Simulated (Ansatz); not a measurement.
MoS$_{2}$ (3R-MoS2 type, space group R3m)

```yaml
crystal:
  lattice:
    - [1.58761, 0.91661, 6.19494]
    - [-1.58761, 0.91661, 6.19494]
    - [0.00000, -1.83321, 6.19494]
  atoms:
    - { symbol: Mo, position: [0.00000, 0.00000, 0.00000] }
    - { symbol: S, position: [0.75030, 0.75030, 0.75030] }
    - { symbol: S, position: [0.58300, 0.58300, 0.58300] }
```

The slice is a (-1 1 0 4) plane (indices of the conventional cell) through the point (0.000, 0.000, 0.000) (fractional), spanned by u = [1 0 -1] and v = [1 -1 1] in vectors of this cell: u (3.18 Å) and v (7.20 Å, at 90° to u). It covers one period; positions are fractions (u, v).

All values below come from r2SCAN+rVV10 (plane waves to 500 eV, PAW, scalar-relativistic; Ansatz, a program for electronic structure). k mesh 12×12×12. These are valence fields of a PAW run, semicore shells included where kept as valence: close to a nucleus they are smooth pseudo fields. MoS2 is run without spin polarisation. MoS2 was relaxed with its symmetry unable to fall. This is one of several known forms of MoS2; the measured ambient cells at hand have space group No. 194.

### Question
Around which element is the density of the lowest conduction band (whole band as if filled, smooth part) largest on this plane?

### Answer
Mo. Mean over a disc round each atom, of radius 0.45 times the shortest bond: Mo 0.119, S 0.040 e/Å³.

### Question
Sketch the valence electron density on this plane as a map.

### Answer
```
|999977443333447799|
|887755333333335577|
|555533332222333355|
|554433222222223344|
|555544221111224455|
|665544331111334455|
|665544221111224455|
|554433220000223344|
|333322110000112233|
|111111000000001111|
|000011112222111100|
|001122334444332211|
|112244556666554422|
|223355666666665533|
|334455663333665544|
|334455666666665544|
|555555666666665555|
|887766555555556677|
|999977554444557799|
|999988553333558899|
```
Scale: ten equal steps from -1.53 (start of '0') to 0.80 (end of '9'), in the order '0123456789'. Values: log₁₀ of the valence density in e/Å³. The map has 9 points along u (two characters each, u = 0 at the left) and 20 along v (v = 0 in the bottom row). The scale is logarithmic, as a density can span decades between atoms and voids.
